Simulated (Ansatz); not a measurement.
CoOs (P-6m2); total moment held at 0.62 μB.

```
Co Os
1.0
     2.67127    0.00000    0.00000
    -1.33564    2.31339    0.00000
     0.00000    0.00000    4.11656
Co Os
1 1
Direct
  0.66667 0.33333 0.50000
  0.33333 0.66667 0.00000
```

The geometry is a structure from the Materials Project, held fixed and not relaxed.

Functional, mesh and filling: PBEsol, 14×14×8 k mesh, Fermi–Dirac smearing of 0.1 eV. PAW means Ansatz 0.2.0 on its default frozen-core files. Site moments are integrated in spheres about the atoms. Start moments (μB): Co1 0.62.

The self-consistent cycle went as follows.

```
iteration  Harris–Foulkes energy less the last (meV)  density residual (eV)  M (μB)  ∫|m| (μB)
        1                                   -780.466                8.5e+00  0.6200     0.6233
        2                                   -436.312                4.6e+00  0.6200     0.6559
        3                                    -61.079                4.7e-01  0.6200     0.6535
        4                                      3.672                1.4e-02  0.6200     0.6736
        5                                      0.625                3.6e-03  0.6200     0.7053
        6                                      0.407                9.4e-04  0.6200     0.7296
        7                                     -0.081                1.2e-03  0.6200     0.7544
        8                                     -0.011                7.8e-04  0.6200     0.7704
        9                                      0.007                1.4e-04  0.6200     0.7716
       10                                      0.010                1.5e-05  0.6200     0.7729
       11                                      0.000                2.2e-06  0.6200     0.7730
       12                                      0.000                2.0e-07  0.6200     0.7731
       13                                      0.000                4.1e-09  0.6200     0.7731
```

Site moments (μB): Co1 0.68, Os2 -0.03. Cell moment 0.62 μB.

The PAW files were made with PBE; the program remakes their cores once for the run's functional and then keeps them frozen. The Ansatz runs typed with the search for lower states off end where their start leads. Spin–orbit coupling is left out although heavy atoms are present. These are results for the start and cell typed. The real compound can order otherwise, in a larger cell, or not at all, since semilocal functionals at zero temperature often overstate magnetism.
